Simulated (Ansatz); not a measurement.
Cs₂PdCl₄ in space group P4/mmm (No. 123; Cs on 2e, Pd on 1a, Cl on 4j), plane-wave PAW r²SCAN (Ansatz code), all energies at zero smearing, with the estimated change up to a 700 eV cutoff added, with one set of potentials and settings (totals compare only within such a set). Cell of 7 atoms (2 Cs, 1 Pd, 4 Cl): -22703.250 eV.

| element | reference phase | E (eV/atom) |
|---|---|---|
| Cs | Im-3m, 1 atoms in the cell | -5685.9274 |
| Pd | Fm-3m, 1 atoms in the cell | -6985.7456 |
| Cl | Cmce, 4 atoms in the cell | -1083.6259 |

Formation energy per atom, worked out: (-22703.250 − 2×(-5685.9274) − 1×(-6985.7456) − 4×(-1083.6259))/7 = -1.592 eV/atom (-154 kJ per mol of atoms), at 0 K, without zero-point energy or fitted corrections.

The workflow started from a Materials Project entry (that database holds measured and hypothetical structures alike); the Crystallography Open Database files this formula in space group No. 123, but the cells were not matched. Whether it is the stable phase at ambient conditions was not checked. The r²SCAN relaxation kept the symmetry of its start; whether a distortion lowers the energy is not shown. The run is not spin-polarised. The references are the lowest solids computed at this level, not always the standard phases (solids in place of the gases). Scalar-relativistic: spin–orbit coupling is off unless named, which matters more the heavier the elements.

Potentials: the later of the program's two PAW sets.
